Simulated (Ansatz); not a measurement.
## LuPd: strain and displacement

```
Lu Pd
1.0
     3.41500    0.00000    0.00000
     0.00000    3.41500    0.00000
     0.00000    0.00000    3.41500
Lu Pd
1 1
Direct
  0.00000 0.00000 0.00000
  0.50000 0.50000 0.50000
```

Atom numbers follow the list: Lu1, Pd2.

The conventional cell has a = 3.415 Å, b = 3.415 Å, c = 3.415 Å, α = 90.00°, β = 90.00°, γ = 90.00°. Lu (atom 1) is surrounded by 8 Pd at 2.96 Å. Pd (atom 2) is surrounded by 8 Lu at 2.96 Å.

The cell is COD entry 1538201, as deposited and not checked against the literature; nothing was relaxed.

Spin polarisation is left out, and whether a magnetic state lies lower isn't shown here.

No spin–orbit coupling, which matters for the heavy atoms here.

Computed with Ansatz 0.2.0, DFT, PBEsol, all-electron LAPW, scalar-relativistic.

The runs use a Γ-centred 10×10×10 k mesh, Fermi–Dirac smearing of 0.05 eV, basis error target 0.5 meV/atom, no spin polarisation.

The unchanged cell is at -2.20 GPa.

In a metal, stresses and small energies carry noise from the k mesh.

x, y and z are the Cartesian axes of the cell as listed; fractional coordinates follow a strain, and an engineering shear is twice the off-diagonal strain component.

Question: One change gave: energy change under 1 meV/atom; stress change (xx, yy, zz, yz, xz, xy) 0.03, 0.03, 0.03, 0.37, 0.37, 0.37 GPa, compression positive. Which change was it?
A. equal xy, yz and zx engineering shear strains of -1 %
B. equal xy, yz and zx engineering shear strains of -2 %
C. equal xy, yz and zx engineering shear strains of +1 %
D. equal xy, yz and zx engineering shear strains of +2 %

Answer: A. For equal xy, yz and zx engineering shear strains of -2 %: energy change +3 meV/atom; stress change (xx, yy, zz, yz, xz, xy) 0.12, 0.12, 0.12, 0.78, 0.78, 0.78 GPa, compression positive. For equal xy, yz and zx engineering shear strains of +1 %: energy change under 1 meV/atom; stress change (xx, yy, zz, yz, xz, xy) 0.03, 0.03, 0.03, -0.34, -0.34, -0.34 GPa, compression positive. For equal xy, yz and zx engineering shear strains of +2 %: energy change +2 meV/atom; stress change (xx, yy, zz, yz, xz, xy) 0.11, 0.11, 0.11, -0.66, -0.66, -0.66 GPa, compression positive.
